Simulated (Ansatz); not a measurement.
How Lu (P6_3/mmc) stiffens under pressure

```yaml
crystal:
  lattice:
    - [3.38218, 0.00000, 0.00000]
    - [-1.69109, 2.92905, 0.00000]
    - [0.00000, 0.00000, 5.25328]
  atoms:
    - { symbol: Lu, position: [0.33333, 0.66667, 0.25000] }
    - { symbol: Lu, position: [0.66667, 0.33333, 0.75000] }
```

This is the zero-pressure cell. At each pressure cell and atoms are relaxed in this structure, and the constants are slopes of the stress at strains of ±0.005 with relaxed ions (the coefficients that govern stability under load). Level: LDA, PAW on Ansatz 0.2.0's default frozen-core files (fitted under PBE), scalar-relativistic; k mesh 16×16×10, strains of ±0.005, Fermi-Dirac smearing of 0.080 eV, cutoff 420 eV. P is the pressure of the relaxed cell, less that of this one.

```tsv
P (GPa)	V/V₀	C11 (GPa)	C12 (GPa)	C13 (GPa)	C33 (GPa)	C44 (GPa)
0.00	1.0000	103.6	29.2	28.8	109.1	35.9
1.01	0.9820	107.3	31.1	31.7	114.5	36.7
1.99	0.9659	110.5	32.8	34.5	119.5	37.4
4.01	?	?	?	?	?	?
6.99	0.8962	123.5	41.3	48.7	142.9	38.9
10.00	0.8620	133.1	46.9	57.4	155.2	38.5
14.99	0.8152	152.2	57.4	72.0	175.6	37.8
```

Task: Does the bulk modulus from the constants agree with the pressure-volume curve?

Result: A third-order Birch-Murnaghan fit to the volumes shown (F against f, f = [(V₀/V)^(2/3) − 1]/2) gives B₀ = 54.4 GPa and B′ = 3.0. Its −V dP/dV stands beside the Reuss value 1/ΣS_ij (i, j ≤ 3):

```csv
P (GPa),from P(V),from the constants
0.00,54.4,54.4
1.01,57.4,57.5
1.99,60.3,60.3
6.99,74.1,73.5
10.00,81.8,81.9
14.99,93.6,96.9
```

Task: What are the pressure derivatives at zero pressure?

Result: Slopes at V₀ of quadratic fits in −ln(V/V₀) through the first four rows shown, divided by B₀: dC11/dP = 3.8, dC12/dP = 1.9, dC13/dP = 2.9, dC33/dP = 5.5, dC44/dP = 0.9. The mean slopes up to 2.0 GPa are 3.5, 1.8, 2.9, 5.3, 0.8; curvature and scatter of the constants part the two.

Task: Fill the row at 4.01 GPa.

Result: Cubic fits in −ln(V/V₀) through all rows shown give C11 = 115.9, C12 = 36.2, C13 = 40.2, C33 = 129.4, C44 = 38.4 GPa. Computed: V/V₀ = 0.9355, C11 (GPa) = 115.9, C12 (GPa) = 36.1, C13 (GPa) = 40.3, C33 (GPa) = 129.4, C44 (GPa) = 38.4.

Task: Does a shear stiffness soften?

Result: C44 goes from 35.9 to 37.8 GPa, through a maximum of 38.9 near 7 GPa; (C11 − C12)/2 goes from 37.2 to 47.4 GPa. Neither ends more than 3 % under its start, and the lattice stays mechanically stable over this range.

Known limits: no other phase was computed; many crystals of this kind change structure within this range, and rows or crossings beyond such a change describe a metastable lattice; frozen-core PAW files fitted under PBE, their cores solved anew for the functional of the run; responses of metals move with mesh and smearing; elastic stability says nothing of phonons or of other phases; phonons weren't checked at these pressures.
